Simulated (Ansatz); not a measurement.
TiB₂ (AlB2 type, space group P6/mmm)

```yaml
crystal:
  lattice:
    - [3.03199, 0.00000, 0.00000]
    - [-1.51599, 2.62578, 0.00000]
    - [0.00000, 0.00000, 3.22435]
  atoms:
    - { symbol: Ti, position: [0.00000, 0.00000, 0.00000] }
    - { symbol: B, position: [0.33333, 0.66667, 0.50000] }
    - { symbol: B, position: [0.66667, 0.33333, 0.50000] }
```

Equation-of-state scan: isotropic scaling of the cell above, V₀ being its volume. Symmetry pins the atoms to their sites.

The numbers are results of PBE (plane waves to 420 eV, PAW, scalar-relativistic; Ansatz, an electronic-structure program), not measurements. k mesh 18×18×14 (Γ-centred), Fermi-Dirac smearing 0.05 eV. The energy includes the smearing's −TS. With the shape held, the modulus is that of even scaling; a crystal free to change shape is softer. TiB2 is run without spin polarisation. TiB2 was relaxed with its symmetry unable to fall. ΔE is measured from the relaxed starting cell. The last digit holds for this mesh only.

| V (Å³/atom) | ΔE (meV/atom) |
|---|---|
| 7.701 | 80.7 |
| 7.872 | 49.9 |
| 8.043 | 27.1 |
| 8.214 | 11.6 |
| 8.386 | 2.8 |
| 8.557 | 0.0 |
| 8.728 | 2.6 |
| 8.899 | 10.2 |
| 9.070 | 22.3 |
| 9.241 | 38.5 |
| 9.412 | 58.4 |

**Question.** What is the fitted pressure derivative B₀′?

**Answer.** 3.8.

**Question.** What bulk modulus at fixed cell shape B₀ follows from a third-order Birch-Murnaghan fit?

**Answer.** 255 GPa. Check by three points about V = 8.557 Å³/atom, step 0.342: d²E/dV² ≈ (12 − 2·0 + 10) meV / 0.342² = 0.188 eV/Å⁶, and V·d²E/dV² × 160.2 = 257 GPa.

(A scan under strain: stresses follow from slopes of the energy per volume, elastic moduli from its curvatures.)
